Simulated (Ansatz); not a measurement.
**TlSn: single run (Ansatz)**

Run with:

```bash
ansatz run input.yaml --threads 1 --pin off --max-ram 2560MiB --backend cpu --events-out ev --progress --plain --runs-dir out
```

The input file (Ansatz 0.2.0, plane waves):

```yaml
crystal:
  lattice:
    - [5.140593, 0.0, 0.0]
    - [0.0, 5.140593, 0.0]
    - [0.0, 0.0, 4.399471]
  atoms:
    - { symbol: Tl, position: [0.5, 0.5, 0.0] }
    - { symbol: Sn, position: [0.0, 0.5, 0.5] }
    - { symbol: Sn, position: [0.5, 0.0, 0.5] }
    - { symbol: Tl, position: [0.0, 0.0, 0.0] }
  symmetry: { tolerance: 0.0003 }
kpoints:
  mp_grid: { grid: [4, 4, 4], shift: [0, 0, 0] }
magnetization:
  spin_polarized: false
scf:
  occupations: { method: fermi_dirac, width: 0.0658 }
hamiltonian:
  pseudopotentials: { kind: paw }
  xc: r2scan
basis:
  ecutwfc: "58.8 Ry"
output:
  forces: true
  stress: true
  eigenvalues: true
  write_density: true
  write_potential: true
  elf: true
  volumetric_format: npy
```

Origin of the cell: a database entry, scaled a little.

Output (shortened):

```
SCF iter   1: F=—  HF=-34993.663529 eV  Δρ=7.01e-3  dr2=4.58e-2  dr2_τ=1.41e-2  defer=1
SCF iter   2: F=—  HF=-34993.665680 eV  Δρ=2.28e-3  dr2=5.17e-3  dr2_τ=8.66e-4  defer=8
SCF iter   3: F=—  HF=-34993.666819 eV  Δρ=6.21e-4  dr2=5.42e-4  dr2_τ=1.09e-5  defer=8
SCF iter   4: F=—  HF=-34993.667364 eV  Δρ=1.63e-4  dr2=2.47e-5  dr2_τ=5.59e-7  defer=8
SCF iter   5: F=—  HF=-34993.667414 eV  Δρ=3.71e-5  dr2=1.87e-6  dr2_τ=4.45e-8  defer=8
SCF iter   6: F=—  HF=-34993.667417 eV  Δρ=1.21e-5  dr2=1.72e-7  dr2_τ=1.44e-8  defer=8
SCF iter   7: F=-34993.667417 eV  HF=-34993.667417 eV  Δρ=1.91e-6  dr2=4.22e-9  dr2_τ=1.30e-10
SCF 1 converged in 7 iterations: F = -34993.667417 eV  dr2 = 4.22e-9
SCF converged after 7 iterations
Free energy (F): -34993.667417 eV
Harris-Foulkes:  -34993.667417 eV  (|F-HF|=6.53e-9)
Internal energy: -34993.629104 eV  (E = F + TS)
E sigma→0 (E₀):  -34993.648260 eV
Entropy (-TS):   -0.038313 eV (-9.578 meV/atom)
Fermi energy:    9.878495 eV
--- Per-component energies (eV) ---
  E_band       = -208.041783
  E_kinetic    = 1039.710620
  E_local      = -3522.384692  (includes V_loc(G=0)·N_el)
  E_nonlocal   = 567.938088
  E_hartree    = 1735.928291
  E_xc         = -1186.934722
  E_vxc        = -522.841594  (∫ρ·V_xc dr)
  E_paw        = -28697.670582  (= ΣΔE_a)
  E_vpaw       = -1279.989307  (= ΣTr[D̂ρ^β])
  E_aug_tail   = 0.000003  (compensation charges beyond the density's cutoff)
  E_vtau       = 37.667180  (kinetic-family band-sum trace: ∫τ·v_τ [+ j·A + Jᵃ·Aᵃ] dr)
  E_ewald      = -4933.766272
  E_core_change = 3.550162  (= ΣΔE_core)
  E_smearing   = -0.038313  (= −TS)
  Σ components = -34993.667417   (vs F -34993.667417, Δ=0.00e0)
--- Forces (eV/Å), atoms counted from 1 ---
  atom   1  Tl     0.000000    -0.000000    -0.000000
  atom   2  Sn     0.000000    -0.000000     0.000000
  atom   3  Sn     0.000000    -0.000000     0.000000
  atom   4  Tl     0.000000     0.000000    -0.000000
  max |Σ_I F_I| component: 0.0 eV/Å
--- Stress (GPa, compression-positive) ---
        1.084509       0.000000       0.000000
        0.000000       1.084509       0.000000
        0.000000       0.000000      -2.132084
  P = ⅓ Tr σ = 0.0123 GPa (0.123 kbar)
```

Caveats: no spin-orbit coupling, though heavy elements are present; the k mesh is coarse if the cell is a metal.

The run took 19 s on 1 thread of Arm Neoverse V2, on a shared host, peak memory 0.9 GiB, from the program's own first density.
